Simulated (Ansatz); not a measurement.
Rb2NaPdF6 in space group I4/mmm (No. 139; Pearson symbol tI20), DFT-r²SCAN in the program Ansatz with PAW potentials. The conduction-band minimum lies at P, with 2 equivalent valleys. Second derivatives d²E/dk² of the lowest band at one valley (eV·Å²), along Cartesian directions:

```csv
direction,d²E/dk²
[100],3.664
[010],3.664
[001],1.021
[110],3.665
[101],2.342
[011],2.342
```

### Question
Find the principal effective masses, the density-of-states mass and the conductivity mass.

### Answer
Off-diagonal terms follow from H_xy = H[110] − (H_xx + H_yy)/2, and m*/mₑ = 7.620 eV·Å² over each eigenvalue: 2.1, 2.1, 7.5. One valley's DOS mass (m₁m₂m₃)^(1/3) = 3.2, conductivity mass 3/(Σ 1/mᵢ) = 2.7 mₑ.

### Question
What effective density of states Nc follows at 300 K for parabolic valleys?

### Answer
Nc = 2.509e19 × 2 × (3.2)^(3/2) / 2 (one spin channel) ≈ 1.4e20 cm⁻³.

The first step of the workflow began from a Materials Project structure, measured or hypothetical; the Crystallography Open Database copy checked does not list it. Whether it is the stable phase at ambient conditions was not checked. Symmetry was held in the r²SCAN relaxation; its stability against distortions is not shown here. Spin order of the final state: ferromagnetic, chosen from 4 collinear starts compared on coarse meshes (ties went to the first, and starts can fall back to one state), not a proven ground state. Other orbital occupations within this spin state were not tried. No Hubbard U is applied. Scalar-relativistic: spin–orbit coupling is off unless named, which matters more the heavier the elements.

Potentials: the later of the program's two PAW sets.

Edges and masses are those of Kohn–Sham bands, whose gap is no quasiparticle gap.
